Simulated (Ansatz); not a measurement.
Be5Au in space group F-43m (No. 216; Be on 16e, Au on 4a, Be on 4c), the program Ansatz at the PBE level (PAW), all energies at zero smearing, with the estimated change up to a 700 eV cutoff added, with one set of potentials and settings (totals compare only within such a set). Cell of 6 atoms (5 Be, 1 Au): -13613.690 eV.

| element | reference phase | E (eV/atom) |
|---|---|---|
| Be | P6_3/mmc, 2 atoms in the cell | -92.7620 |
| Au | Fm-3m, 1 atoms in the cell | -13149.3277 |

Formation energy per atom, worked out: (-13613.690 − 5×(-92.7620) − 1×(-13149.3277))/6 = -0.092 eV/atom (-9 kJ per mol of atoms), at 0 K, without zero-point energy or fitted corrections.

The workflow started from an entry of the Crystallography Open Database (COD). Its standing as an ambient phase is unchecked. The cell was relaxed with PBE under the symmetry of its start; whether a distortion lowers the energy is not shown. The references are the lowest solids computed at this level, not always the standard phases. Spin–orbit coupling is left out wherever it is not named.

Potentials: the later of the program's two PAW sets.
